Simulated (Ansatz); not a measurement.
# InAu3: reading a single point

```yaml
crystal:
  lattice:
    - [5.83874, 0.00000, 0.00000]
    - [0.00000, 4.72555, 0.00000]
    - [0.00000, 0.00000, 5.14574]
  atoms:
    - { symbol: Au, position: [0.00000, 0.50000, 0.67000] }
    - { symbol: Au, position: [0.50000, 0.00000, 0.33000] }
    - { symbol: In, position: [0.00000, 0.00000, 0.33000] }
    - { symbol: In, position: [0.50000, 0.50000, 0.67000] }
    - { symbol: Au, position: [0.25000, 0.00000, 0.83300] }
    - { symbol: Au, position: [0.75000, 0.00000, 0.83300] }
    - { symbol: Au, position: [0.75000, 0.50000, 0.16700] }
    - { symbol: Au, position: [0.25000, 0.50000, 0.16700] }
```

The numbers come from plane-wave PAW DFT (Ansatz): r2SCAN, no spin polarisation, 500 eV, 6×7×7 Γ-centred k points, fermi-dirac occupations (width 0.1 eV). Nothing was relaxed.

Give the Bader charges.

Bader charges in e: In +0.96, Au -0.32. In the mean In gives up most and Au takes most.

What does the stress say?

The pressure is 5.0 GPa (compression positive), so with the atoms held at these fractions the cell would first expand.

Which atom feels the largest force, and which way?

The largest is on Au1 (and as large on other atoms): 0.19 eV/Å, components (0.00, 0.00, -0.19). It makes 107° with the line to a nearest neighbour, Au5 at 2.90 Å.

Is it stable against the elements?

-0.13 eV an atom against the elements' usual phases (free molecules for gases, crystals otherwise, with no correction for O₂ or N₂), so it is bound against them; other compounds may still compete. Relaxing would lower it.

What do density and ELF say about some of the short contacts?

In–Au at 2.90 Å: least valence density 0.25 e/Å³ and ELF 0.25 there. Au–Au at 2.90 Å: least valence density 0.28 e/Å³ and ELF 0.21 there. Both are smooth PAW fields, read partly inside the augmentation spheres.

Is there a gap?

It is a metal, with about 2.5 states/eV a cell as the mean within 0.25 eV of the Fermi level, mostly In p (31 %), Au d (24 %) and Au s (21 %).

Origin: a database entry at a rescaled volume.
